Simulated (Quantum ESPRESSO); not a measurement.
La2GeI2 is taken in the trigonal space group P-3m1 (No. 164), Pearson symbol hP5. Lattice parameters: a = b = 4.442 Å, c = 10.746 Å, α = β = 90.00°, γ = 120.00°. Ge on 1b sees 6 La at 3.065 Å (octahedral). I on 2d sees 3 La at 3.279 Å (trigonal pyramidal). La on 2d is coordinated by 3 Ge at 3.065 Å and 3 I at 3.279 Å (octahedral). (Neighbours: up to the widest gap in distance over summed covalent radii, below 1.35, at either atom; cation-cation contacts left out.)

Cell and atoms were relaxed with PBE+D3(BJ) from Materials Project entry mp-570597, within its symmetry.

Question: What does PBEsol (pw.x of Quantum ESPRESSO, ONCV potentials, scalar-relativistic) give for the electronic structure near the Fermi level?

Answer: The PBEsol gap is indirect, 0.23 eV, from L to M; the smallest direct gap is 0.27 eV. Another valence extremum on the path lies within 0.02 eV, too close to call. Without spin-orbit coupling, band edges of such heavy elements can be off by tenths of an eV. The 4f states are in the valence at their DFT position. So small a PBEsol gap in heavy elements may be inverted, where one-shot corrections to single bands mislead.
